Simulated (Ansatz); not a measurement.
VBiO4:
```
VBiO4
1.0
    3.75766     2.61050     0.00000
   -3.75766     2.61050     0.00000
   -2.88669     0.00000     4.24718
V Bi O
1 1 4
Direct
  0.36390   0.36390   0.00000
  0.90677   0.90677   0.50000
  0.05317   0.32435   0.65537
  0.74340   0.35844   0.02828
  0.35844   0.74340   0.97172
  0.32435   0.05317   0.34463
```

x, y and z are the axes in which the lattice vectors are written.

Task: Give the high-frequency dielectric tensor and the Born effective charge tensors of the independent atoms from DFPT, LDA (plane waves, PAW; program Ansatz).

Result: 
ε∞:
```
5.80  0.00  0.59
0.00  4.91  0.00
0.59  0.00  5.60
```
Z* of atom 1 (V), rows: field, columns: displacement, in e:
```
 4.42   0.00  -0.44
 0.00   3.69   0.00
 1.12   0.00   4.06
```
Z* of atom 2 (Bi), rows: field, columns: displacement, in e:
```
5.59  0.00  1.43
0.00  4.30  0.00
0.25  0.00  5.22
```
Z* of atom 3 (O), rows: field, columns: displacement, in e:
```
-1.96   1.05   0.17
 1.07  -2.27  -1.26
 0.48  -1.73  -2.78
```
Z* of atom 4 (O), rows: field, columns: displacement, in e:
```
-3.04  -1.24  -0.67
-1.13  -1.73   0.26
-1.16   0.03  -1.86
```

Space group C2. The first step of the workflow began from a Materials Project structure, measured or hypothetical; the Crystallography Open Database copy checked does not list it. It is not the phase usual at ambient conditions (space group No. 88). The LDA relaxation kept the symmetry of its start; whether a distortion lowers the energy is not shown. The run is not spin-polarised. No Hubbard U is applied. Spin–orbit coupling is left out wherever it is not named.

Potentials: the later of the program's two PAW sets.
